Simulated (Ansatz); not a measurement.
# Be at several levels of theory

One geometry, relaxed with PBE, and single points on it; plane waves with PAW potentials in Ansatz, scalar-relativistic unless the row names spin-orbit coupling. No spin polarisation. Meshes are on the primitive cell of 2 atoms. Gaps are the least over mesh and band path; pressure is positive in compression. Smearing is Gaussian, 0.10 eV.

```xyz
2
Lattice="2.2650 0.0000 0.0000 -1.1325 1.9615 0.0000 0.0000 0.0000 3.5611" Properties=species:S:1:pos:R:3 pbc="T T T"
Be    0.0000    1.3077    0.8903
Be    1.1325    0.6538    2.6708
```

```
level cutoff (eV) k mesh gap (eV) pressure (GPa) rough cost with bands (core-min)
  PBE          420  24×24×12         0             0.0                               0.8
```

**Question.** What do r2SCAN, LDA give on the same cell?

**Answer.**
| level | cutoff (eV) | k mesh | gap (eV) | pressure (GPa) | rough cost with bands (core-min) |
| --- | --- | --- | --- | --- | --- |
| r2SCAN | 500 | 24×24×12 | 0 | 0.0 | 1 |
| LDA | 420 | 24×24×12 | 0 | -5.7 | 0.6 |